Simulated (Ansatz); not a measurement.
An Ansatz (an electronic-structure program) run. Input:

Ansatz 0.2 input:
```yaml
crystal:
  lattice:
    - [4.1868494788, 2.7219873458, 0.0]
    - [-4.1868494788, 2.7219873458, 0.0]
    - [-0.6055785025, 0.0, 7.7965768585]
  atoms:
    - { symbol: Ba, position: [0.0, 0.0, 0.5] }
    - { symbol: Ti, position: [0.0, 0.0, 0.0] }
    - { symbol: As, position: [0.3702278142, 0.6297721858, 0.2052365778] }
    - { symbol: As, position: [0.6297721858, 0.3702278142, 0.7947634222] }
    - { symbol: O, position: [0.3118054349, 0.6881945651, 0.4031825138] }
    - { symbol: O, position: [0.6881945651, 0.3118054349, 0.5968174862] }
    - { symbol: O, position: [0.738956564, 0.7656146733, 0.1825208617] }
    - { symbol: O, position: [0.261043436, 0.2343853267, 0.8174791383] }
    - { symbol: O, position: [0.7656146733, 0.738956564, 0.8174791383] }
    - { symbol: O, position: [0.2343853267, 0.261043436, 0.1825208617] }
    - { symbol: O, position: [0.2260535707, 0.7739464293, 0.0432821735] }
    - { symbol: O, position: [0.7739464293, 0.2260535707, 0.9567178265] }
kpoints:
  mp_grid: { grid: [4, 4, 2] }
hamiltonian:
  xc: hse06
  pseudopotentials: { kind: paw }
scf:
  n_extra_bands: 12
  occupations: { method: fixed }
output:
  eigenvalues: true
  eigenstates:
    e_range: [-9.0, 12.6]
    kpoints:
      - [0.5, 0.5, 0.0]  # VBM
      - [0.5, 0.5, 0.5]  # CBM
```

Output (shortened):

```
Pseudopotential: Ba, paw, valence charge 10
Pseudopotential: Ti, paw, valence charge 12
Pseudopotential: As, paw, valence charge 15
Pseudopotential: O, paw, valence charge 6
Functional definition: HSE06
davidson cushion auto → on  (no smearing: the cushion is to keep the highest requested band from converging to the state above it …
Crystal: 12 atoms, lattice volume = 177.708 Å³
Basis set: ecut = 420 eV, 3459 PW (Γ)
Bands: 62, of which v1, the nominal top of the filled ones, is band 50 counted from 1 (49 counted from 0)
Symmetry: 4 space group operations
Space group: C2/m (ITA 12), of the structure as read, at distance tolerance 5.6e-5 Å
k-points: 14 of 32
SCF iter   1: F=—  HF=-22706.057247 eV  |F-HF|=—  |Δ(HF+E_count)|=         —  Δρ=2.30e-3  dr2=5.63e-3  ethr=1.77e-3  ⟨swp⟩=10.9  Hψ=4504  notcnv=0
preconditioner: auto → none
SCF iter   2: F=—  HF=-22706.063905 eV  |F-HF|=—  |Δ(HF+E_count)|=   6.66e-3  Δρ=1.86e-3  dr2=7.41e-3  ethr=5.63e-6  ⟨swp⟩=5.6  Hψ=3262  notcnv=0
SCF iter   3: F=—  HF=-22706.063052 eV  |F-HF|=—  |Δ(HF+E_count)|=   8.53e-4  Δρ=8.40e-4  dr2=1.03e-3  ethr=5.63e-6  ⟨swp⟩=4.0  Hψ=2228  notcnv=0
SCF iter   4: F=-22706.063218 eV  HF=-22706.063376 eV  |F-HF|=1.58e-4  |Δ(HF+E_count)|=   3.24e-4  Δρ=4.69e-4  dr2=3.04e-4  ethr=1.03e-6  ⟨swp⟩=4.0  Hψ=2232  notcnv=0
SCF 1 stopped early in 4 iterations: F = -22706.063218 eV  dr2 = 3.04e-4
Crystal: 12 atoms, lattice volume = 177.708 Å³
Exchange kernel: α = 0.2500, screened, ω = 0.2079 Å⁻¹, Wigner–Seitz truncation, v(0) = 1040.8827 eV·Å³, q-mesh 4×4×2, nearest image of the exchange supercell L …
Frozen-core exchange: fock
SCF iter   1: F=—  HF=-22711.659013 eV  |F-HF|=—  |Δ(HF+E_count)|=         —  Δρ=1.80e-2  dr2=8.96e-1  ethr=3.04e-6  ⟨swp⟩=8.7  Hψ=4763  notcnv=0
preconditioner: auto → none
SCF iter   2: F=—  HF=-22711.591621 eV  |F-HF|=—  |Δ(HF+E_count)|=   6.74e-2  Δρ=1.79e-2  dr2=8.76e-1  ethr=3.04e-6  ⟨swp⟩=7.6  Hψ=4307  notcnv=0  defer=1
SCF iter   3: F=—  HF=-22711.425663 eV  |F-HF|=—  |Δ(HF+E_count)|=   1.66e-1  Δρ=4.06e-3  dr2=2.92e-2  ethr=3.04e-6  ⟨swp⟩=5.6  Hψ=3489  notcnv=0
SCF iter   4: F=—  HF=-22711.473051 eV  |F-HF|=—  |Δ(HF+E_count)|=   4.74e-2  Δρ=1.88e-3  dr2=6.55e-3  ethr=3.04e-6  ⟨swp⟩=4.9  Hψ=3164  notcnv=0
SCF iter   5: F=—  HF=-22711.471364 eV  |F-HF|=—  |Δ(HF+E_count)|=   1.69e-3  Δρ=6.11e-4  dr2=5.09e-4  ethr=3.04e-6  ⟨swp⟩=4.0  Hψ=2512  notcnv=0
SCF iter   6: F=—  HF=-22711.472143 eV  |F-HF|=—  |Δ(HF+E_count)|=   7.79e-4  Δρ=4.38e-4  dr2=3.74e-4  ethr=4.11e-7  ⟨swp⟩=4.7  Hψ=2451  notcnv=0
iter 7 solved again at ethr=1.50e-8 eV; its pass at ethr=3.66e-7 eV (dr2=1.50e-5 eV) is discarded
SCF iter   7: F=-22711.472046 eV  HF=-22711.472057 eV  |F-HF|=1.07e-5  |Δ(HF+E_count)|=   8.58e-5  Δρ=1.05e-4  dr2=2.31e-5  ethr=1.50e-8  ⟨swp⟩=3.9  Hψ=4132  notcnv=0
SCF 2 stopped early in 7 iterations: F = -22711.472046 eV  dr2 = 2.31e-5
hybrid outer 1: dexx = +5.988e-2 eV, tail = 4.66e-4 eV
Crystal: 12 atoms, lattice volume = 177.708 Å³
Exchange kernel: α = 0.2500, screened, ω = 0.2079 Å⁻¹, Wigner–Seitz truncation, v(0) = 1040.8827 eV·Å³, q-mesh 4×4×2, nearest image of the exchange supercell L …
Frozen-core exchange: fock
SCF iter   1: F=—  HF=-22711.471650 eV  |F-HF|=—  |Δ(HF+E_count)|=         —  Δρ=8.58e-5  dr2=9.47e-6  ethr=2.33e-6  ⟨swp⟩=3.4  Hψ=1985  notcnv=0
preconditioner: auto → none
SCF iter   2: F=—  HF=-22711.471654 eV  |F-HF|=—  |Δ(HF+E_count)|=   3.72e-6  Δρ=3.96e-5  dr2=2.44e-6  ethr=8.90e-9  ⟨swp⟩=5.0  Hψ=3432  notcnv=0
SCF iter   3: F=—  HF=-22711.471654 eV  |F-HF|=—  |Δ(HF+E_count)|=   4.22e-7  Δρ=1.95e-5  dr2=7.30e-7  ethr=1.88e-9  ⟨swp⟩=3.9  Hψ=2281  notcnv=0
SCF iter   4: F=—  HF=-22711.471656 eV  |F-HF|=—  |Δ(HF+E_count)|=   2.52e-6  Δρ=1.58e-5  dr2=5.18e-7  ethr=2.90e-10  ⟨swp⟩=6.6  Hψ=3095  notcnv=0  defer=1
iter 5 solved again at ethr=2.47e-11 eV; its pass at ethr=2.90e-10 eV (dr2=2.47e-8 eV) is discarded
SCF iter   5: F=-22711.471656 eV  HF=-22711.471656 eV  |F-HF|=2.70e-8  |Δ(HF+E_count)|=   1.20e-7  Δρ=3.85e-6  dr2=2.68e-8  ethr=2.47e-11  ⟨swp⟩=2.6  Hψ=4089  notcnv=0
SCF 3 converged in 5 iterations: F = -22711.471656 eV  dr2 = 2.68e-8
hybrid outer 2: dexx = +2.767e-6 eV, tail = 1.55e-7 eV, Δε = 6.30e-3 eV (about 2.00e-4 eV left of the loop's levels)
the search or the solves at the SCF's close seem to have found levels that the self-consistency loop had missed (the run counts 1) …
NSCF: frozen V_eff on 2 k-points
hybrid SCF converged: 2 outer / 12 inner (+4 warm-up), last move |dexx| = 2.77e-6 eV, tail = 1.55e-7 eV
Stability not checked (fock_operator)
Free energy (F): -22711.471656 eV
Frozen-core exchange: fock
Harris-Foulkes:  -22711.471656 eV  (|F-HF|=2.70e-8)
Internal energy: -22711.471656 eV  (E = F + TS)
E sigma→0 (E₀):  -22711.471656 eV
Fermi energy:    4.062954 eV
--- Per-component energies (eV) ---
  E_band       = -1247.915529
  E_kinetic    = 2056.733485
  E_local      = -10572.455430  (includes V_loc(G=0)·N_el)
  E_nonlocal   = -897.116872
  E_hartree    = 4804.789389
  E_xc         = -813.921367
  E_vxc        = -931.566312  (∫ρ·V_xc dr)
  E_exx        = -337.888370  (= α·E_x^exact, valence–valence)
  E_paw        = -11085.114333  (= ΣΔE_a)
  E_vpaw       = 162.663213  (= ΣTr[D̂ρ^β])
  E_aug_tail   = 0.019599  (compensation charges beyond the density's cutoff)
  E_ewald      = -5864.463823
  E_core_change = -2.053932  (= ΣΔE_core)
  E_smearing   =  0.000000  (= −TS)
  E_closure    =  0.000000  (closes the sum)
  Σ components = -22711.471656   (vs F -22711.471656, Δ=0.00e0)
  [band-id]    e_kinetic+e_local+e_nonlocal+2·e_hartree+e_vxc+2·e_exx+e_vpaw+e_augmentation_tail = -1247.920281   (vs E_band -1247.915529, Δ=-4.75e-3)
--- Band table (eV; the first three rows and the last of 14) ---
  k-point 0: bands = ["-56.7306", "-34.3543", "-34.3539", "-34.3516", "-34.3513", "-34.3142", "-34.3140", "-34.2213", "-34.2212", "-34.2047", "-34.2046", "-31.3720", "-31.3546", "-31.2704", "-21.7593", "-16.9700", "-16.5560", "-14.6031", "-14.5542", …
  k-point 1: bands = ["-56.7306", "-34.3543", "-34.3539", "-34.3517", "-34.3513", "-34.3142", "-34.3141", "-34.2213", "-34.2212", "-34.2047", "-34.2047", "-31.3720", "-31.3546", "-31.2704", "-21.7583", "-16.9993", "-16.5262", "-14.6189", "-14.5635", …
  k-point 2: bands = ["-56.7306", "-34.3541", "-34.3539", "-34.3516", "-34.3513", "-34.3143", "-34.3140", "-34.2213", "-34.2212", "-34.2047", "-34.2046", "-31.3720", "-31.3551", "-31.2710", "-21.7515", "-16.8377", "-16.5787", "-14.6819", "-14.5542", …
  k-point 13: bands = ["-56.7306", "-34.3540", "-34.3537", "-34.3517", "-34.3513", "-34.3142", "-34.3140", "-34.2213", "-34.2212", "-34.2049", "-34.2045", "-31.3724", "-31.3567", "-31.2707", "-21.7381", "-16.6726", "-16.5621", "-14.7685", "-14.5822", …
```

Cost: roughly 5 core-minutes on shared cores.

The points marked VBM and CBM come from a semilocal run.

The first step of the workflow began from a Materials Project structure, measured or hypothetical; the Crystallography Open Database copy checked does not list it. Whether it is the stable phase at ambient conditions was not checked. The cell was relaxed with r²SCAN under the symmetry of its start; its stability against distortions is not shown here. No spin polarisation was allowed. Spin–orbit coupling is left out wherever it is not named.

Potentials: the later of the program's two PAW sets.

Ansatz is a plane-wave DFT program.
